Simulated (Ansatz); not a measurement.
VN (rock salt)

```xyz
2
Lattice="0.0000 2.0368 2.0368 2.0368 0.0000 2.0368 2.0368 2.0368 0.0000" Properties=species:S:1:pos:R:3 pbc="T T T"
N      0.0000     0.0000     0.0000
V      2.0368     2.0368     2.0368
```

The slice is a {111} plane (indices of the conventional cell) through the point (0.500, 0.500, 0.500) (fractional), spanned by u = [100] and v = [-1 2 0] in vectors of this cell: u (2.88 Å) and v (4.99 Å, at 90° to u). It covers one period; positions are fractions (u, v).

Method: PBEsol (plane waves to 420 eV, PAW, scalar-relativistic; Ansatz, a program for electronic structure). k mesh 20×20×20. Near the nuclei the fields are pseudised (PAW); where an atom keeps semicore shells as valence, they peak there. The PAW data are Ansatz's earlier set. VN is run without spin polarisation. VN was relaxed with its symmetry unable to fall.

### Question
Predict the map of the electrostatic potential energy of an electron, from the cell's mean on the slice.

### Answer
```
|xxxxxxxx  **%%**  xxxxxx|
|xxxxxxxx--%%@@%%--xxxxxx|
|xxxxxx..**@@@@@@**..xxxx|
|    ==**%%@@@@@@%%**==  |
|####%%%%%%######%%%%%%##|
|@@@@%%**==      ==**%%@@|
|@@@@**..xxxxxxxxxx..**@@|
|@@%%--xxxxxxxxxxxxxx--%%|
|%%**  xxxxxxxxxxxxxx  **|
|%%**  xxxxxxxxxxxxxx  **|
|%%**  xxxxxxxxxxxxxx  **|
|@@%%--xxxxxxxxxxxxxx--%%|
|@@@@**..xxxxxxxxxx..**@@|
|@@@@%%**==      ==**%%@@|
|####%%%%%%######%%%%%%##|
|    ==**%%@@@@@@%%**==  |
|xxxxxx..**@@@@@@**..xxxx|
|xxxxxxxx--%%@@%%--xxxxxx|
|xxxxxxxx  **%%**  xxxxxx|
|xxxxxxxx  **%%**  xxxxxx|
```
Scale: ten equal steps from 3.00 (start of ' ') to 11.78 (end of '@'), in the order ' .:-=+*#%@'. Values: electrostatic potential energy of an electron, from the cell's mean, in eV. The map has 12 points along u (two characters each, u = 0 at the left) and 20 along v (v = 0 in the bottom row). Points within 0.9 Å of a nucleus are blanked (x), as the pseudised field means little there. Values under 3 eV are set to 3. The zero, the cell's mean, hangs on the PAW cores.
